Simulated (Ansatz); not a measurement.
Ag:
```
CELL_PARAMETERS angstrom
      0.00000     3.02009     3.02009
      3.02009     0.00000     3.02009
      3.02009     3.02009     0.00000
ATOMIC_POSITIONS crystal
  Ag 0.00000 0.00000 0.00000
  Ag 0.25000 0.25000 0.25000
```

Relaxed with PBEsol. Special points in fractions of this cell's reciprocal vectors: Γ (0.000, 0.000, 0.000); X (0.500, 0.000, 0.500); U (0.625, 0.250, 0.625); K (0.375, 0.375, 0.750); L (0.500, 0.500, 0.500); W (0.500, 0.250, 0.750).

Problem. List the band energies nearest the Fermi level at these points for the program Ansatz at the PBEsol level (PAW).

Solution. In eV from the Fermi level; about four levels below and three above (degenerate sets whole), none deeper than 8.9 eV; … stands for higher levels left out; points with the same levels are listed once.

| k | below | above |
|---|---|---|
| Γ | -3.25 -3.25 -3.25 -2.58 -2.58 | 9.01 9.01 9.01 |
| X | -3.57 -3.57 -2.52 -2.52 | 0.14 0.14 3.52 3.52 |
| U | -3.64 -3.49 -2.48 -2.36 | 0.05 0.58 1.69 |
| L | -2.64 -2.64 -0.84 -0.80 | 6.43 6.43 … |
| W | -3.62 -3.62 -2.37 -2.37 | 0.50 0.50 2.28 2.28 |

Space group Fd-3m (diamond). The start of the workflow was typed in or built on a structure type; neither database checked (COD, Materials Project) lists it. It is not the phase usual at ambient conditions (space group No. 225). Symmetry was held in the PBEsol relaxation. At this level the phase is mechanically unstable. The run is not spin-polarised. Scalar-relativistic: spin–orbit coupling is off unless named, which matters more the heavier the elements.

Potentials: the later of the program's two PAW sets.
